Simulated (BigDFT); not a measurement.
BigDFT run on the molecule CH7NOSi2: self-consistent single point.

Method: BigDFT 1.9.6 with PBE, Daubechies wavelet basis, HGH (Krack) norm-conserving potentials made for PBE, isolated boundary conditions.

```xyz
12

N     -1.5984     0.1311     0.9117
C     -0.6764    -0.3692    -0.1307
Si     1.0630    -1.0179     0.4111
O      1.7428    -0.2570    -0.9069
Si     0.5197     0.8676    -1.0025
H     -1.1833     0.7657     1.5972
H     -2.4209     0.6136     0.5469
H     -1.1451    -1.0526    -0.8448
H      1.2039    -2.4908     0.3201
H      1.5475    -0.4215     1.6848
H      0.8090     2.0735    -0.1820
H      0.1383     1.1577    -2.4050
```
Charge 0, spin multiplicity 1.

Reference input (self-consistent single point, DFT, PBE, Daubechies wavelet basis, HGH (Krack) norm-conserving potentials made for PBE, isolated boundary conditions): basis = Daubechies wavelets; dft.hgrids = 0.33 bohr; dft.rmult = 5 8; dft.ixc = 11; potentials = built-in HGH-K PBE; boundary_conditions = free; dft.gnrm_cv = 1e-05; dft.itermax = 80; dft.idsx = 6; dft.nrepmax = 3. This run's input differs from it in these lines:

```diff
@@ -3,3 +3,3 @@
   hgrids: 0.33
-  rmult: [5, 8]
+  rmult: [2.5, 8]
   ixc: 11
```

Log, with long lists cut:

```
  #------------------------------------------------------------------- Self-Consistent Cycle
 Ground State Optimization:
 - Hamiltonian Optimization: &itrp001
   - Subspace Optimization: &itrep001-01
       Wavefunctions Iterations:
 iter:  1, EKS: -4.21438850915492154E+01, gnrm:  6.92E-01, D: -6.82E-01,
 iter:  2, EKS: -4.31897351697021605E+01, gnrm:  2.59E-01, D: -1.05E+00,
 iter:  3, EKS: -4.33822881868181440E+01, gnrm:  7.77E-02, D: -1.93E-01,
 iter:  4, EKS: -4.34369894691301397E+01, gnrm:  3.60E-02, D: -5.47E-02,
 iter:  5, EKS: -4.34505112392777448E+01, gnrm:  1.79E-02, D: -1.35E-02,
   [... lines left out ...]
 iter:  12, EKS: -4.34553978365009641E+01, gnrm:  2.58E-04, D: -2.81E-06,
 iter:  13, EKS: -4.34553991956306973E+01, gnrm:  1.37E-04, D: -1.36E-06,
 iter:  14, EKS: -4.34553995190965736E+01, gnrm:  8.88E-05, D: -3.23E-07,
 iter:  15, EKS: -4.34553996226121981E+01, gnrm:  4.44E-05, D: -1.04E-07,
 iter:  16, EKS: -4.34553996525893567E+01, gnrm:  2.28E-05, D: -3.00E-08,
 iter:  17, EKS: -4.34553996611329580E+01, gnrm:  1.51E-05, D: -8.54E-09,
 iter:  18, EKS: -4.34553996638577544E+01, gnrm:  8.06E-06, D: -2.72E-09,
       -  &FINAL001  { #---------------------------------------------------------- iter: 19
 iter:  19, EKS: -4.34553996646934309E+01, gnrm:  8.06E-06, D: -8.36E-10,  #FINAL
        #Eigenvalues and New Occupation Numbers
       Orbitals: [
   [... 12 lines left out ...]
 Last Iteration                        : *FINAL001
  #---------------------------------------------------------------------- Forces Calculation
 Total electronic charge               :  29.999999837481
 Electric Dipole Moment (AU):
   P vector                            :  [ -1.092678E-01,  1.749553E-01, -3.607325E-02 ]
   norm(P)                             :  2.09404127E-01
 Electric Dipole Moment (Debye):
   P vector                            :  [ -2.777311E-01,  4.446919E-01, -9.168905E-02 ]
   norm(P)                             :  5.32252150E-01
 BigDFT infocode                       :  0
   [... lines left out ...]
 -  {H: [ 1.304430289652E-02,  1.130125202728E-02, -2.957084115689E-03]} # 0009
 -  {H: [ 2.420014761319E-03, -1.337195066500E-02, -1.812451472287E-02]} # 0010
 -  {H: [-1.372502822878E-03, -1.612254478043E-02, -1.208236751258E-02]} # 0011
 -  {H: [ 1.011331189723E-02, -5.421302781235E-04,  1.064345063109E-02]} # 0012
 Energy (Hartree)                      : -4.34553996646934309E+01
 Force Norm (Hartree/Bohr)             :  1.33614998115667072E-01
```

The run converged in 19 iterations. Against the reference run the free energy rises by 536 meV/atom and the largest force goes from 2.224 to 5.141 eV/Å.

The grid can part forces that symmetry would make equal. Forces above 1 eV/Å remain at this geometry. This run is one point of a test of settings, so its values need not be converged; read them against the reference run alone. The geometry comes from a cheaper method or was typed, in some cases with atoms then moved at random; it is not relaxed at this level, and the species need not be a known compound.

Cost on one core: roughly 30 core-seconds.
